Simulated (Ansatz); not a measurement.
CaSe, in the lowest of the structures calculated here: Fm-3m (No. 225), cF8, rock salt type; a = b = c = 5.958 Å, α = β = γ = 90.00°; Se 4a (0.000, 0.000, 0.000); Ca 4b (0.500, 0.500, 0.500). Method: PBE (plane waves to 420 eV, PAW, scalar-relativistic; Ansatz, a first-principles code). Element references, the lowest calculated here: Ca (Fm-3m), Se (P3₁21).

Total energies (eV/atom, σ → 0; comparable only within this code, potentials and settings):

```json
[
 {"phase": "CaSe (Fm-3m)", "E (eV/atom)": "-3645.002"},
 {"phase": "Ca (Fm-3m)", "E (eV/atom)": "-1816.860"},
 {"phase": "Se (P3₁21)", "E (eV/atom)": "-5469.079"}
]
```

What is the formation energy of this Fm-3m form of CaSe from the elements?

E_f = -3645.002 − [1 × (-1816.860) + 1 × (-5469.079)] / 2 = -2.03 eV/atom (-4.1 eV per formula unit).

Static energies, no anion corrections, no zero-point energy. Values are rounded to 0.01 eV/atom. The compounds carry no spin polarisation.
